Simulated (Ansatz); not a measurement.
CrRh₃ (Cu3Au type, Pm-3m), r²SCAN in the plane-wave PAW code Ansatz, all energies at zero smearing, with the estimated change up to a 700 eV cutoff added, with one set of potentials and settings (totals compare only within such a set). Cell of 8 atoms (2 Cr, 6 Rh): -45258.317 eV.

| element | reference phase | E (eV/atom) |
|---|---|---|
| Cr | Im-3m, 2 atoms in the cell, spin-polarised | -3382.7158 |
| Rh | Fm-3m, 1 atoms in the cell | -6415.2735 |

Formation energy per atom, worked out: (-45258.317 − 2×(-3382.7158) − 6×(-6415.2735))/8 = -0.156 eV/atom (-15 kJ per mol of atoms), at 0 K, without zero-point energy or fitted corrections.

The workflow started from a Materials Project entry (that database holds measured and hypothetical structures alike); the Crystallography Open Database copy checked does not list it. With Cr and Rh taken as one species the cell has the higher symmetry Fm-3m, so it may be an ordered model of a mixed-site phase. Its standing as an ambient phase is unchecked. Symmetry was held in the r²SCAN relaxation, as lowered by the spin order; whether a distortion lowers the energy is not shown. The final state is antiferromagnetic, chosen from 4 collinear starts compared on coarse meshes (ties went to the first, and starts can fall back to one state), not a proven ground state. Other orbital occupations within this spin state were not tried. The references are the lowest solids computed at this level, not always the standard phases.

Potentials: the later of the program's two PAW sets.
